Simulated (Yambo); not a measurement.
Yambo input for SiC (zinc blende, space group F-43m, No. 216) under isotropic strain of -0.7 % on all lattice vectors (a = 3.059 Å, b = 3.059 Å, c = 3.059 Å, α = 60.00°, β = 60.00°, γ = 60.00°), on norm-conserving PBEsol (Quantum ESPRESSO, 82 Ry, without SOC) wavefunctions on a 16×16×16 mesh:

```
optics
chi
dipoles
kernel
FFTGvecs= 40 Ry
Chimod= "HARTREE"
NGsBlkXd= 4 Ry
% QpntsRXd
 1 | 1 |
%
% BndsRnXd
 1 | 15 |
%
GrFnTpXd= "R"
% EnRngeXd
 0.0 | 20.0 | eV
%
% DmRngeXd
 0.2 | 0.2 | eV
%
CGrdSpXd= 50
ETStpsXd= 161
% LongDrXd
 1.0 | 0.0 | 0.0 |
%
% XfnQP_E
 1.187 | 1.0 | 1.0 |
%
```

First lines of the file o-*.eps_q1_inv_rpa_dyson:

```
Absorption @ Q(1):   1.00000000     0.00000000     0.00000000    [q->0 direction]
#
# [ X ] Hartree size     :  27
# [GEN] GF Energies     : Perdew, Burke & Ernzerhof SOL(X)+Perdew, Burke & Ernzerhof SOL(C)+ user defined corrections @E
# [GEN] Green`s Function     : Retarded
#
# [GEN] Gauge     : Length
# [GEN] [r,Vnl] included     : yes
#
#    E[1] [eV]     Im(eps)     Re(eps)     Im(eps_o)     Re(eps_o)
#
     0.000000     -0.91675E-15     6.019423     -0.21040E-17     6.402417
     0.125000     0.003300     6.020452     0.003679     6.403564
     0.250000     0.006610     6.023541     0.007370     6.407007
     0.375000     0.009940     6.028698     0.011082     6.412757
     0.500000     0.013298     6.035940     0.014828     6.420831
     0.625000     0.016696     6.045288     0.018618     6.431253
     0.750000     0.020143     6.056768     0.022464     6.444055
     0.875000     0.023651     6.070414     0.026379     6.459274
     1.000000     0.027230     6.086269     0.030376     6.476958
     1.125000     0.030894     6.104380     0.034468     6.497162
     1.250000     0.034653     6.124803     0.038671     6.519949
     1.375000     0.038523     6.147602     0.042998     6.545393
     1.500000     0.042518     6.172850     0.047468     6.573575
     1.625000     0.046653     6.200629     0.052098     6.604589
     1.750000     0.050946     6.231030     0.056908     6.638542
     1.875000     0.055416     6.264159     0.061920     6.675550
     2.000000     0.060084     6.300131     0.067157     6.715747
     2.125000     0.064972     6.339074     0.072646     6.759279
     2.250000     0.070107     6.381134     0.078417     6.806312
     2.375000     0.075517     6.426471     0.084502     6.857029
     2.500000     0.081234     6.475265     0.090939     6.911636
     2.625000     0.087295     6.527717     0.097769     6.970363
     2.750000     0.093742     6.584052     0.105041     7.033467
     2.875000     0.100621     6.644521     0.112809     7.101236
     3.000000     0.107988     6.709407     0.121136     7.173995
     3.125000     0.115906     6.779030     0.130095     7.252110
     3.250000     0.124448     6.853749     0.139772     7.335994
     3.375000     0.133702     6.933975     0.150268     7.426118
     3.500000     0.143770     7.020173     0.161700     7.523018
     3.625000     0.154776     7.112876     0.174211     7.627308
     3.750000     0.166867     7.212701     0.187974     7.739697
     3.875000     0.180225     7.320361     0.203199     7.861007
     4.000000     0.195075     7.436687     0.220146     7.992199
```
(The file goes on to the top of the energy range.) Convergence of the RPA response with its 16×16×16 mesh was not tested. The scissor comes from a G0W0 run whose convergence isn't established.

Geometry strained from the cell relaxed with PBEsol, atoms relaxed again.
